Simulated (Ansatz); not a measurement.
InAs (zinc blende)

```yaml
crystal:
  lattice:
    - [0.00000, 3.09331, 3.09331]
    - [3.09331, 0.00000, 3.09331]
    - [3.09331, 3.09331, 0.00000]
  atoms:
    - { symbol: As, position: [0.75000, 0.75000, 0.75000] }
    - { symbol: In, position: [0.00000, 0.00000, 0.00000] }
```

The slice is a {100} plane (indices of the conventional cell) through the point (0.000, 0.000, 0.000) (fractional), spanned by u = [100] and v = [0 1 -1] in vectors of this cell: u (4.37 Å) and v (4.37 Å, at 90° to u). It covers one period; positions are fractions (u, v).

Method: PBE (plane waves to 420 eV, PAW, scalar-relativistic; Ansatz, an electronic-structure program). k mesh 9×9×9. These are valence fields of a PAW run, semicore shells included where kept as valence: close to a nucleus they are smooth pseudo fields. At this level the bands of InAs touch or barely overlap; measurements give the solid a gap. InAs was relaxed with its symmetry unable to fall. The PAW data are Ansatz's earlier set.

Three fields on this plane, each scaled to ten steps between its own extremes (0 low, 9 high; the total valence density on a logarithmic scale, the potential cut 8 eV below its top; x marks points blanked near nuclei; v = 0 in the bottom row):

Map A
```
|xxxxxxx456899999998654xxxxxx|
|xxxxxxx456789999987654xxxxxx|
|xxxxxx44567788888776544xxxxx|
|xxxxx5445666666666665445xxxx|
|xxxx544455555555555554445xxx|
|xxx44444443333333334444444xx|
|4444444433222222222334444444|
|5555554322111111111223455555|
|7666654321100000001123456666|
|8877653211000000000112356778|
|9987653210000000000012356789|
|9998653210000000000012356899|
|9998653210000000000012356899|
|9998653210000000000012356899|
|9998653210000000000012356899|
|9998653210000000000012356899|
|9987653210000000000012356789|
|8877653211000000000112356778|
|7666654321100000001123456666|
|5555554322111111111223455555|
|4444444433222222222334444444|
|xxx44444443333333334444444xx|
|xxxx544455555555555554445xxx|
|xxxxx5445666666666665445xxxx|
|xxxxxx44567788888776544xxxxx|
|xxxxxxx456789999987654xxxxxx|
|xxxxxxx456899999998654xxxxxx|
|xxxxxxx457899999998754xxxxxx|
```

Map B
```
|xxxxxxx987666666666789xxxxxx|
|xxxxxxx877666666666778xxxxxx|
|xxxxxx98766655555666789xxxxx|
|xxxxx9877655555555567789xxxx|
|xxxx998765554444455567899xxx|
|xxx98876554444444445567889xx|
|9988776554433333334455677889|
|8877765544332222233445567778|
|7776655443222222222344556677|
|7666554432221111122234455666|
|6666554332211000112233455666|
|6665544322110000011223445566|
|6665544322100000001223445566|
|6665544322100000001223445566|
|6665544322100000001223445566|
|6665544322110000011223445566|
|6666554332211000112233455666|
|7666554432221111122234455666|
|7776655443222222222344556677|
|8877765544332222233445567778|
|9988776554433333334455677889|
|xxx98876554444444445567889xx|
|xxxx998765554444455567899xxx|
|xxxxx9877655555555567789xxxx|
|xxxxxx98766655555666789xxxxx|
|xxxxxxx877666666666778xxxxxx|
|xxxxxxx987666666666789xxxxxx|
|xxxxxxx987766666667789xxxxxx|
```

Map C
```
|xxxxxxx014677777776410xxxxxx|
|xxxxxxx025677787776520xxxxxx|
|xxxxxx00356788888765300xxxxx|
|xxxxx0014678888888764100xxxx|
|xxxx000357788888887753000xxx|
|xxx00035678889998887653000xx|
|0000135678899999998876531000|
|1123456788999999999887654321|
|4455677889999999999988776554|
|6666778899999999999998877666|
|7777888999999999999999888777|
|7778888999999999999999888877|
|7778889999999999999999988877|
|7788889999999999999999988887|
|7778889999999999999999988877|
|7778888999999999999999888877|
|7777888999999999999999888777|
|6666778899999999999998877666|
|4455677889999999999988776554|
|1123456788999999999887654321|
|0000135678899999998876531000|
|xxx00035678889998887653000xx|
|xxxx000357788888887753000xxx|
|xxxxx0014678888888764100xxxx|
|xxxxxx00356788888765300xxxxx|
|xxxxxxx025677787776520xxxxxx|
|xxxxxxx014677777776410xxxxxx|
|xxxxxxx014677777776410xxxxxx|
```

Q: Assign the maps to these fields: electron localisation function (ELF); valence electron density; electrostatic potential energy of an electron, from the cell's mean.

A: A is the electron localisation function (ELF); B is the valence electron density; C is the electrostatic potential energy of an electron, from the cell's mean.
